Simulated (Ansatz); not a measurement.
Al:
```
CELL_PARAMETERS angstrom
      0.00000     2.00699     2.00699
      2.00699     0.00000     2.00699
      2.00699     2.00699     0.00000
ATOMIC_POSITIONS crystal
  Al 0.00000 0.00000 0.00000
```

Relaxed with PBEsol. Special points in fractions of this cell's reciprocal vectors: Γ (0.000, 0.000, 0.000); X (0.500, 0.000, 0.500); U (0.625, 0.250, 0.625); K (0.375, 0.375, 0.750); L (0.500, 0.500, 0.500); W (0.500, 0.250, 0.750).

Question: List the band energies nearest the Fermi level at these points for PBEsol (plane waves, PAW; program Ansatz).

Answer: In eV from the Fermi level; about four levels below and three above (degenerate sets whole), none deeper than 8.9 eV; … stands for higher levels left out; points with the same levels are listed once.

```json
[
 {"k": "Γ", "below": "–", "above": "…"},
 {"k": "X", "below": "-2.97 -1.62", "above": "5.23 …"},
 {"k": "U", "below": "-1.92 -1.40 -0.37", "above": "…"},
 {"k": "L", "below": "-4.67 -4.41", "above": "…"},
 {"k": "W", "below": "-0.87 -0.87", "above": "0.11 …"}
]
```

Space group Fm-3m (fcc (Cu type)). The cell was relaxed with PBEsol under the symmetry of its start.

Potentials: the earlier of the program's two PAW sets. The files were generated under PBE; for other functionals the program regenerates the frozen cores, and for LDA and PBEsol the local potential too.
